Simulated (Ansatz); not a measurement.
**Data sheet: TePb₂Se (DFT)**

TePb₂Se:
```
CELL_PARAMETERS angstrom
      2.19566     1.26767     7.16069
     -2.19566     1.26767     7.16069
      0.00000    -2.53533     7.16069
ATOMIC_POSITIONS crystal
  Te 0.50000 0.50000 0.50000
  Pb 0.74438 0.74438 0.74438
  Pb 0.25562 0.25562 0.25562
  Se 0.00000 0.00000 0.00000
```

Space group R-3m (No. 166); conventional cell a = 4.391 Å, b = 4.391 Å, c = 21.482 Å, α = 90.00°, β = 90.00°, γ = 120.00°.

Method: LDA in the plane-wave PAW code Ansatz. Structure relaxed to zero pressure with the same functional. Other levels are named where they apply.

**Cell and energy**

Volume per atom: 29.90 Å³
Density: 8.62 g/cm³
Formation energy from the elements (no fitted shifts): -0.43 eV/atom

**Electronic structure**

Band gap: 0.32 eV (direct)
Valence-band maximum: at F
Conduction-band minimum: at F (3 equivalent valleys)
Electron effective mass: 0.097, 0.097, 0.13 mₑ (principal values)
Hole effective mass: 0.075, 0.075, 0.15 mₑ (principal values)

**Mechanics**

- Bulk modulus (Birch–Murnaghan fit) = 53.1 GPa
- Pressure derivative B′ = 4.4
- Elastic constants (relaxed ions, GPa) = C11 = 92.8, C12 = 25.8, C13 = 41.7, C14 = 23.7, C33 = 74.6, C44 = 50.6
- Mechanical stability = stable (all eigenvalues of C positive)
- Hill bulk and shear moduli = 53.2 and 30.5 GPa
- Young's modulus = 76.9 GPa
- Poisson's ratio = 0.26
- Debye temperature from the elastic constants = 201 K

**Phonons**

- Highest zone-centre frequency (without LO–TO term) = 126 cm⁻¹
- Zone-centre stability = no imaginary mode at Γ

The first step of the workflow began from a Materials Project structure, measured or hypothetical; the Crystallography Open Database copy checked does not list it. With Te and Se taken as one species the cell has the higher symmetry Fm-3m, so it may be an ordered model of a mixed-site phase. Its standing as an ambient phase is unchecked. The LDA relaxation kept the symmetry of its start. The references are the lowest solids computed at this level, not always the standard phases. Spin–orbit coupling is left out wherever it is not named.

Potentials: the later of the program's two PAW sets.
